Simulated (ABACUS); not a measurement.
Worked example: self-consistent single point of P (Cmce, 4 atoms in the cell; from Materials Project mp-157, changed as shown) in ABACUS.

Level of theory: PBE, numerical atomic orbitals DZP (confined pseudo-atomic orbitals with Gaussian additions; energy shift 0.01 Ry), PseudoDojo 0.5 standard norm-conserving PBE (tails mended) pseudopotentials run with ABACUS.

The change in words: lattice vector c scaled by 1.01. Reference geometry (Cmce):
```xyz
4
Lattice="1.6477 -5.4650 0.0000 1.6477 5.4650 0.0000 0.0000 0.0000 4.5436" Properties=species:S:1:pos:R:3 pbc="T T T"
P      1.6477     1.0478     4.1401
P      1.6477    -1.0478     0.4036
P      1.6477     4.4173     1.8683
P      1.6477    -4.4173     2.6754
```

Reference input (self-consistent single point, DFT, PBE, numerical atomic orbitals DZP (confined pseudo-atomic orbitals with Gaussian additions; energy shift 0.01 Ry), PseudoDojo 0.5 standard norm-conserving PBE (tails mended) pseudopotentials): basis = DZP numerical atomic orbitals, energy shift 0.01 Ry; KPT = Gamma 6 6 4 0 0 0; basis_type = lcao; dft_functional = PBE; ecutwfc = 100 Ry; smearing_method = mp; smearing_sigma = 0.00734986 Ry; potentials = PseudoDojo 0.5 standard norm-conserving PBE (tails mended); symmetry = 1; symmetry_prec = 1e-05; ks_solver = genelpa; scf_nmax = 100. This run's input differs from it in these lines:

```diff
@@ -34,3 +34,3 @@
    1.6477450000    5.4650400000    0.0000000000
-   0.0000000000    0.0000000000    4.5436400000
+   0.0000000000    0.0000000000    4.5890760000
 
@@ -42,6 +42,6 @@
 4
-   1.6477450000    1.0477574688    4.1400738952 1 1 1
-   1.6477450000   -1.0477574688    0.4035661048 1 1 1
-   1.6477450000    4.4172825312    1.8682538952 1 1 1
-   1.6477450000   -4.4172825312    2.6753861048 1 1 1
+   1.6477450000    1.0477574688    4.1814742697 1 1 1
+   1.6477450000   -1.0477574688    0.4076017303 1 1 1
+   1.6477450000    4.4172825312    1.8869362697 1 1 1
+   1.6477450000   -4.4172825312    2.7021397303 1 1 1
 # file: KPT
```

Output (repeated stretches shortened):

```
 SELF-CONSISTENT
 -------------------------------------------

                  longest orb rcut (Bohr) = 6.1
   longest nonlocal projector rcut (Bohr) = 1.74
                     search radius (Bohr) = 15.7

                          real space grid = [ 72, 72, 60 ]
                                 init_chg = atomic

 LCAO ALGORITHM --------------- ION=   1  ELEC=   1--------------------------------

 Density error is 0.0920557917341
 E_KohnSham     -55.3318635054       -752.8286246314
 E_Fermi        0.4830377459         6.5720656932

 LCAO ALGORITHM --------------- ION=   1  ELEC=   2--------------------------------

   [... lines left out ...]
 E_Fermi        0.4922316071         6.6971545920

   [... 6 blocks of this kind left out ...]

 LCAO ALGORITHM --------------- ION=   1  ELEC=   9--------------------------------

 Density error is 1.43133407192e-07
 E_KohnSham     -55.3292717812       -752.7933624146
 E_Fermi        0.5148601902         7.0050322603

 LCAO ALGORITHM --------------- ION=   1  ELEC=  10--------------------------------

 Density error is 4.71251843011e-08
 E_KohnSham     -55.3292717812       -752.7933624149
 E_KS(sigma->0) -55.3292850852       -752.7935434250
 E_entropy(-TS) 0.0000399120         0.0005430302
 E_Fermi        0.5148601623         7.0050318805
 charge density convergence is achieved
 final etot is -752.79336241 eV
 EFERMI = 7.0050318805 eV

 STATE ENERGY(eV) AND OCCUPATIONS    NSPIN == 1
   [... 17 lines left out ...]

 TOTAL-FORCE (eV/Angstrom)
                        P1         0.0000000000         0.2598475807         0.4007078269
                        P2         0.0000000000        -0.2598475807        -0.4007078269
                        P3         0.0000000000        -0.2598475807         0.4007078269
                        P4         0.0000000000         0.2598475807        -0.4007078269

 TOTAL-STRESS (KBAR)
        21.4536137511        -0.0000000000         0.0000000000
         0.0000000000        20.5338018373         0.0000000000
         0.0000000000         0.0000000000        13.1730907879
 TOTAL-PRESSURE: 18.386835 KBAR

 --------------------------------------------
 !FINAL_ETOT_IS -752.7933624149216030 eV
 --------------------------------------------
```

The run converged in 10 iterations. Against the reference run the free energy goes down by 2.6 meV/atom, the pressure goes from 2.60 to 1.84 GPa and the largest force goes from 0.622 to 0.478 eV/Å.

The atom-centred basis is finite, which shifts total energies, pressures and forces against plane waves. The structure comes from a collection of computed structures, made at another level of theory; the collection holds predicted forms beside known ones. No clean gap shows at this smearing width and mesh (spacing up to 0.34 Å⁻¹); the mesh is coarse for partly filled bands, so the values carry mesh errors.

Cost on one core: roughly 18 core-seconds.

The atomic orbitals were generated for these runs; they are not ABACUS's published sets and were checked against plane waves on a few crystals only.

“Tails mended”: in these copies of the files the far tail of each local potential was reset to the Coulomb form.
